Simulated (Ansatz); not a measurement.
Relaxed WC (WC type, space group P-6m2):

```yaml
crystal:
  lattice:
    - [5.84393, 0.00000, 0.00000]
    - [-1.46098, 2.53050, 0.00000]
    - [0.00000, 0.00000, 2.84728]
  atoms:
    - { symbol: W, position: [0.00000, 0.00000, 0.00000] }
    - { symbol: W, position: [0.50000, 0.00000, 0.00000] }
    - { symbol: C, position: [0.33333, 0.33333, 0.50000] }
    - { symbol: C, position: [0.83333, 0.33333, 0.50000] }
```

In each cell atom 1 (W, nearest neighbour C at 2.207 Å; its periodic images, 2.8 Å or more away, move with it) moves by s·(1.000, 0.000, 0.000) (along Cartesian x), the rest being held.

The numbers are results of PBE (plane waves to 420 eV, PAW, scalar-relativistic; Ansatz, an electronic-structure program), not measurements. k mesh 15×15×13 (Γ-centred), Fermi-Dirac smearing 0.05 eV. The energy includes the smearing's −TS. With partly filled bands, energies and forces of such displacements shift with the k mesh and the smearing. Spin-orbit coupling is left out, though W is heavy. The PAW data are Ansatz's earlier set. WC is run without spin polarisation. WC was relaxed with its symmetry unable to fall. ΔE is measured from the undisplaced structure. The last digit holds for this mesh only.

```csv
s (Å),ΔE (meV/cell)
-0.440,2523.7
-0.352,1630.3
-0.264,928.8
-0.176,418.4
-0.088,105.9
0.000,0.0
0.088,108.6
0.176,436.8
0.264,985.5
0.352,1749.2
0.440,2716.4
```

**Question.** What force constant k = d²E/ds² at s = 0 does the table give?

**Answer.** 28 eV/Å². It is the second difference of the nearest points, corrected with the next pair.

**Question.** With k = 27.72 eV/Å² from the forces, is the well harmonic out to s = 0.440 Å?

**Answer.** ½ks² = 2683 meV/cell against the computed 2716 meV/cell, so the well is close to harmonic there.

(For displaced atoms, the force is minus the slope of the energy, and its curvature is a force constant, which sets phonon frequencies.)
